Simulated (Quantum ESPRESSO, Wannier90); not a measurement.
# Wannier functions of MgH4(ClO)2 (C2/m)

```xyz
9
Lattice="4.0256 -4.2408 0.0000 4.0256 4.2408 0.0000 -0.9617 0.0000 3.5760" Properties=species:S:1:pos:R:3 pbc="T T T"
Mg     0.0000     0.0000     0.0000
H     -0.5851     2.6336    -0.5324
H      0.5851    -2.6336     0.5324
H      0.5851     2.6336     0.5324
H     -0.5851    -2.6336    -0.5324
Cl    -2.1935     0.0000     1.3679
Cl     2.1935     0.0000    -1.3679
O      0.0000     2.0449     0.0000
O      0.0000    -2.0449     0.0000
```

Structure: Materials Project mp-24336, symmetrised, not relaxed again. COD (Crystallography Open Database) has an entry of this formula and space group (matched by these alone). Level: PBEsol, no spin polarisation, no spin-orbit coupling; pw.x of Quantum ESPRESSO at 68 Ry with PseudoDojo potentials, 4×4×6 k-points, Wannier90. Density: 6×6×8 mesh, cold smearing 0.01 Ry. The cell is built of weakly bound layers, chains or molecules. Database cells relaxed without dispersion often hold them too far apart, which can enlarge gaps and weakens couplings between them; spacing and stacking were not compared with the measured crystal.

Bands 9-10 form an isolated set from -6.80 to -6.48 eV relative to the valence-band maximum (on the path) and are turned into 2 Wannier functions by minimising the spread from the start: SCDM (isolated).

Question: Where do the functions sit, how wide are they and what are they made of?

Answer: 
| functions | spread (Å²) | nearest atom, distance (Å) | second atom, distance (Å) | weight on atomic waves |
|---|---|---|---|---|
| 2 | 1.07 | O 0.22 | H 0.87 | O 2p 69 %, H 1s 27 % |

Ω_I = 2.13 Å², Ω_total = 2.13 Å²; the interpolated bands follow pw.x to 0.1 meV rms on the path. Only this start was tried; a symmetric start can stop on a saddle, and mixtures of these functions could lower the total by at most Ω_total − Ω_I.
